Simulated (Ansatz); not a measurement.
A relaxed structure of HgSe. Space group F-43m (No. 216), zinc blende type. Level of theory: PBEsol (plane waves to 420 eV, PAW, scalar-relativistic; Ansatz, a program for electronic structure).

```cif
data_HgSe
_chemical_formula_sum 'Hg1 Se1'
_space_group_name_H-M_alt 'P 1'
_space_group_IT_number 1
_cell_length_a 4.33629
_cell_length_b 4.33629
_cell_length_c 4.33629
_cell_angle_alpha 119.988
_cell_angle_beta 119.988
_cell_angle_gamma 90.021
loop_
_space_group_symop_operation_xyz
  'x, y, z'
loop_
_atom_site_label
_atom_site_type_symbol
_atom_site_fract_x
_atom_site_fract_y
_atom_site_fract_z
_atom_site_occupancy
Hg1 Hg 0.50000 0.50000 0.00000 1
Se1 Se 0.75000 0.25000 0.50000 1
```

Estimate the band gap that PBEsol returns for this input.

Zero, with touching bands (no spin-orbit coupling).

No spin polarisation in the result. Without spin-orbit coupling the bands of the heavy element are not split, so the gap can be far off. The gap comes from the SCF mesh and the high-symmetry points alone.

Measured for HgSe: a 6.085 Å (room temperature; as listed in Cardona et al., arXiv (2009)). Computed minus measured — a: PBEsol +0.8 %. The computed values are for a static lattice.

It was reached from a disturbed copy of a P-6m2 (No. 187) cell (AFLOW prototype AB_hP2_187_d_a (B_h, as in WC)), against which it lies -0.27 eV/atom.
